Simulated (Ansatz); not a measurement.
BP:
```xyz
4
Lattice="3.2001 0.0000 0.0000 -1.6000 2.7713 0.0000 0.0000 0.0000 7.5914" Properties=species:S:1:pos:R:3 pbc="T T T"
B      0.0000     1.8476     1.8978
P      1.6000     0.9238     1.8978
P      0.0000     1.8476     5.6935
B      1.6000     0.9238     5.6935
```

Relaxed with PBE+D3(BJ). Special points in fractions of this cell's reciprocal vectors: Γ (0.000, 0.000, 0.000); M (0.500, 0.000, 0.000); K (0.333, 0.333, 0.000); A (0.000, 0.000, 0.500); L (0.500, 0.000, 0.500); H (0.333, 0.333, 0.500).

Q: List the band energies nearest the valence-band maximum at these points for plane-wave PAW PBE+D3(BJ) (Ansatz code).

A: In eV from the valence-band maximum; about four levels below and three above (degenerate sets whole), none deeper than 8.9 eV; points with the same levels are listed once.

| k | below | above |
|---|---|---|
| Γ | -1.80 -1.80 -1.71 -1.71 | 3.60 4.50 4.50 |
| M | -3.82 -3.70 -1.99 -0.34 | 0.55 2.42 2.57 |
| K | -6.52 -6.32 -0.58 -0.58 | 1.35 1.35 4.99 |
| A | -1.76 -1.76 -1.76 -1.76 | 4.58 4.58 4.58 4.58 |
| L | -3.76 -3.76 -1.22 -1.22 | 1.27 1.27 2.77 2.77 |
| H | -6.42 -6.42 -0.13 -0.13 | 0.69 0.69 6.04 6.04 |

Space group P6_3/mmc. The start of the workflow was typed in or built on a structure type; neither database checked (COD, Materials Project) lists it. It is not the phase usual at ambient conditions (space group No. 216). Symmetry was held in the PBE+D3(BJ) relaxation; its stability against distortions is not shown here.

Potentials: the earlier of the program's two PAW sets.
